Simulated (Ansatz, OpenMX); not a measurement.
Given: the input of a run of OpenMX 3.8.5 on W4C3. 

Contents of W4C3.dat:

```
System.CurrrentDirectory             ./
System.Name                          W4C3
DATA.PATH                            ./DFT_DATA13
level.of.stdout                      1
level.of.fileout                     1
Species.Number                       3
<Definition.of.Atomic.Species
  W   W7.0-s3p2d2f1          W_PBE13
  C   C6.0-s2p2d1            C_PBE13
  E   H7.0-s2p1              E
Definition.of.Atomic.Species>

Atoms.Number                         9
Atoms.SpeciesAndCoordinates.Unit     FRAC
<Atoms.SpeciesAndCoordinates
    1  W     0.0000000000    0.0000000000    0.3193255844   6.000  6.000
    2  C     0.6666666667    0.3333333334    0.3795503896   2.000  2.000
    3  W     0.0000000000    0.0000000000    0.4397751948   6.000  6.000
    4  C     0.6666666667    0.3333333334    0.5000000000   2.000  2.000
    5  W     0.0000000000    0.0000000000    0.5602248052   6.000  6.000
    6  C     0.6666666667    0.3333333334    0.6204496104   2.000  2.000
    7  W     0.0000000000    0.0000000000    0.6806744156   6.000  6.000
    8  E     0.0000000000    0.0000000000    0.7743432537   0.000  0.000
    9  E     0.0000000000    0.0000000000    0.2256567463   0.000  0.000
Atoms.SpeciesAndCoordinates>

Atoms.UnitVectors.Unit               Ang
<Atoms.UnitVectors
     2.9005014360    0.0000000000    0.0000000000
    -1.4502507180    2.5119079273    0.0000000000
     0.0000000000    0.0000000000   23.4870000000
Atoms.UnitVectors>

scf.XcType                           GGA-PBE
scf.SpinPolarization                 off
scf.ElectronicTemperature            580.226
scf.energycutoff                     400.0
scf.maxIter                          100
scf.EigenvalueSolver                 band
scf.Kgrid                            11 11 1
scf.Mixing.Type                      rmm-diisk
scf.Init.Mixing.Weight               0.05
scf.Min.Mixing.Weight                0.001
scf.Max.Mixing.Weight                0.3
scf.Mixing.History                   25
scf.Mixing.StartPulay                8
scf.criterion                        1.0e-8
MD.Type                              nomd
```

Potentials or basis: OpenMX 2013 PBE set, W7.0-s3p2d2f1, C6.0-s2p2d1, grid cutoff 400 Ry.

Command:

```bash
$ openmx W4C3.dat -nt 1 > W4C3.std
```

Problem. Set up the same calculation for Ansatz 0.2.0. Potentials or basis there: Ansatz PAW, cutoff 420 eV.

Solution. As run (cutoffs and basis follow the program's own potentials, and thresholds, step limits or extra output files can differ):

Contents of input.yaml:

```yaml
crystal:
  lattice:
    - [2.900501436, 0.0, 0.0]
    - [-1.450250718, 2.5119079273, 0.0]
    - [0.0, 0.0, 23.487]
  atoms:
    - { symbol: W, position: [0.0, 0.0, 0.3193255844] }
    - { symbol: C, position: [0.6666666667, 0.3333333334, 0.3795503896] }
    - { symbol: W, position: [0.0, 0.0, 0.4397751948] }
    - { symbol: C, position: [0.6666666667, 0.3333333334, 0.5] }
    - { symbol: W, position: [0.0, 0.0, 0.5602248052] }
    - { symbol: C, position: [0.6666666667, 0.3333333334, 0.6204496104] }
    - { symbol: W, position: [0.0, 0.0, 0.6806744156] }
hamiltonian:
  xc: pbe
  pseudopotentials: { kind: paw }
kpoints:
  mp_grid: { grid: [11, 11, 1] }
scf:
  occupations: { method: fermi_dirac, width: 0.05 }
output:
  forces: true
  eigenvalues: true
efield:
  axis: 3
  dipole_correction: true
  ramp_width: 0.04
```

Potentials or basis: Ansatz PAW.

Command:

```sh
$ ansatz run input.yaml --threads 4 --pin off --max-ram 11264MiB --backend cpu --events-out ev --progress --plain --runs-dir out
```

Both were run:

|  | OpenMX | Ansatz |
| --- | --- | --- |
| Largest force | 0.808 eV/Å | 0.806 eV/Å |

The potentials hold 60 and 68 valence electrons a cell.

Where Ansatz's input types no cutoff or centring, it takes its own default and a Γ-centred mesh.
